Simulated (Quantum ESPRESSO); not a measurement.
Space group Pa-3 (No. 205); a = b = c = 5.497 Å, α = β = γ = 90.00°

```
atom  site  symmetry       x       y       z
----  ----  --------  ------  ------  ------
C       4a      .-3.  0.0000  0.0000  0.0000
O       8c       .3.  0.1225  0.1225  0.1225
```

The geometry is that of Materials Project entry mp-20066, symmetrised and not relaxed again.

Q: What does norm-conserving PBEsol (Quantum ESPRESSO, 84 Ry, without SOC) give for the electronic structure near the Fermi level?

A: The PBEsol gap is direct, 6.82 eV at Γ.
